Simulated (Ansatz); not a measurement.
Question: Te (diamond, space group No. 227) is relaxed with plane-wave PAW PBE (Ansatz code). What lattice parameters of the conventional cell result?

Answer: a = 7.182 Å.

Question: Is it a metal or does it have a gap at this level?

Answer: No gap at this level.

Space group Fd-3m (diamond). The start of the workflow was typed in or built on a structure type; neither database checked (COD, Materials Project) lists it. It is not the phase usual at ambient conditions (space group No. 152). The cell was relaxed with PBE under the symmetry of its start; its stability against distortions is not shown here. The volume moved by 16 % from the start of the relaxation. Spin–orbit coupling is left out wherever it is not named.

Potentials: the later of the program's two PAW sets.
